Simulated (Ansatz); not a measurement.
MoIr:
```cif
data_IrMo
_chemical_formula_sum 'Ir1 Mo1'
_space_group_name_H-M_alt 'P4/mmm'
_space_group_IT_number 123
_space_group_name_Hall '-P 4 2'
_cell_length_a 2.76370
_cell_length_b 2.76370
_cell_length_c 3.92058
_cell_angle_alpha 90.000
_cell_angle_beta 90.000
_cell_angle_gamma 90.000
loop_
_atom_site_label
_atom_site_type_symbol
_atom_site_symmetry_multiplicity
_atom_site_Wyckoff_symbol
_atom_site_fract_x
_atom_site_fract_y
_atom_site_fract_z
_atom_site_occupancy
Ir1 Ir 1 a 0.00000 0.00000 0.00000 1
Mo1 Mo 1 d 0.50000 0.50000 0.50000 1
```

Relaxed at zero pressure with PBE (plane waves, PAW; program Ansatz).

Problem. The volume is lowered by 6 % and shape and atoms relax at that volume. What pressure results, and how do the axes share the change?

Solution. 22.2 GPa; a -2.1 %, b -2.1 %, c -2.0 %; the energy rises by 59 meV/atom.

Problem. Give the new structure.

Solution. 
Space group P4/mmm (No. 123); a = 2.7061 Å, b = 2.7061 Å, c = 3.8438 Å, α = 90.00°, β = 90.00°, γ = 90.00°

```tsv
atom	site	symmetry	x	y	z
Ir	1a	4/mmm	0.0000	0.0000	0.0000
Mo	1d	4/mmm	0.5000	0.5000	0.5000
```

The phase is kept; no other phase was compared at this pressure.

The start of the workflow was typed in or built on a structure type; neither database checked (COD, Materials Project) lists it. COD files the formula under space group No. 51, so this cell is another polymorph or a model. Whether it is the stable phase at ambient conditions was not checked. The PBE relaxation kept the symmetry of its start; whether a distortion lowers the energy is not shown. No spin polarisation was allowed. Axis ratios of metals converge slowly with the k-mesh, so a and c are less sure than the volume. Scalar-relativistic: spin–orbit coupling is off unless named, which matters more the heavier the elements.

Potentials: the earlier of the program's two PAW sets.
